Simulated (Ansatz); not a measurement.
# ⁵⁷Fe Mössbauer parameters in FeNi3

Cell: an entry of the Crystallography Open Database (COD), whose atoms a relaxation with PBE at fixed cell left in place.

```
CELL_PARAMETERS angstrom
3.54500 0.00000 0.00000
0.00000 3.54500 0.00000
0.00000 0.00000 3.54500
ATOMIC_POSITIONS crystal
Fe 0.00000 0.00000 0.00000
Ni 0.00000 0.50000 0.50000
Ni 0.50000 0.00000 0.50000
Ni 0.50000 0.50000 0.00000
```

Sites (sets of like atoms) are named by element and the number of their first atom in this list.

Computed with Ansatz: DFT, PBE, plane waves and PAW, scalar-relativistic, collinear spin, 420 eV cutoff, Γ-centred 9×9×9 k-points, Fermi–Dirac smearing 0.05 eV. Start moments as typed (μB): 3 on each Fe, 1.5 on each Ni.

Isomer shifts (against α-Fe) follow from the electron density at the nucleus, δ = α(ρ − ρ₀), with α = -0.366 mm s⁻¹ a₀³ and ρ₀ = 14904.00 a₀⁻³ from a line fitted to 10 measured compounds at this level of theory (rms miss 0.11 mm/s). ΔE_Q = ½eQV_zz(1 + η²/3)^½ with Q = 0.160 b for the 14.4 keV state. B_c is the Fermi-contact field along the atom's own moment; orbital and dipolar fields are not included.

Question: Where do the absorption lines lie when the magnetic splitting is averaged out (above the ordering temperature, with the gradients of this state)?

Answer: Fe (1 atom a cell): δ = -0.07, |ΔE_Q| = 0.00 mm/s, a single line at -0.07 mm/s.

Question: And the six lines of Fe from the contact field alone, leaving the quadrupole term aside?

Answer: With |B_c| = 18.5 T and nuclear moments 0.090604 and -0.15532 μN the lines lie at -3.06, -1.80, -0.54, 0.41, 1.66, 2.92 mm/s, in the ratio 3:2:1:1:2:3 for a powder.

The magnetic order is the one that the run reached from its start moments, not necessarily the measured one. Semilocal functionals underestimate the core's spin polarisation, so contact fields of ionic iron come out too small in magnitude.
